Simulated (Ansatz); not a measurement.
One crystal and one scan (frozen-phonon scan) at two levels, PBE (plane waves to 420 eV, PAW, scalar-relativistic; Ansatz, an electronic-structure program) and r2SCAN (plane waves to 500 eV, PAW, scalar-relativistic; Ansatz), each from its own relaxed cell and on its own mesh. The cell shown is that of PBE.

Relaxed ZnS (zinc blende):

```yaml
crystal:
  lattice:
    - [0.00000, 2.72175, 2.72175]
    - [2.72175, 0.00000, 2.72175]
    - [2.72175, 2.72175, 0.00000]
  atoms:
    - { symbol: S, position: [0.75000, 0.75000, 0.75000] }
    - { symbol: Zn, position: [0.00000, 0.00000, 0.00000] }
```

The atoms are displaced by Q × the pattern below (from a DFPT mode at Γ, largest move 1; Q in Å), at fixed cell. It is one choice among 3 degenerate patterns.

```csv
atom,x,y,z
S1,0.000,0.000,-1.000
Zn2,0.000,0.000,0.490
```

The PAW data are Ansatz's earlier set. ZnS was relaxed with its symmetry unable to fall. Both scans cover Q from -0.100 to 0.100 Å.

ΔE (meV/cell), each from the undisplaced structure of its own level:

| Q (Å) | PBE | r2SCAN |
|---|---|---|
| -0.100 | 59.1 | 64.2 |
| -0.083 | 41.1 | 44.7 |
| -0.067 | 26.4 | 28.6 |
| -0.050 | 14.8 | 16.1 |
| -0.033 | 6.6 | withheld |
| -0.017 | 1.7 | 1.8 |
| 0.000 | 0.0 | 0.0 |
| 0.017 | 1.7 | 1.8 |
| 0.033 | 6.6 | withheld |
| 0.050 | 14.8 | 16.1 |
| 0.067 | 26.4 | 28.6 |
| 0.083 | 41.1 | 44.7 |
| 0.100 | 59.1 | 64.2 |

Question: Estimate the r2SCAN value at -0.033 from the PBE value there and the ratio of the two levels in the two nearest given rows on that side of the minimum.

Answer: At -0.050 and -0.067 the ratio r2SCAN/PBE averages 1.086, which gives 1.086 × 6.6 = 7.2 meV/cell. The calculation gives 7.2 meV/cell, +9.1 % against PBE.

(For displaced atoms, the force is minus the slope of the energy, and its curvature is a force constant, which sets phonon frequencies.)
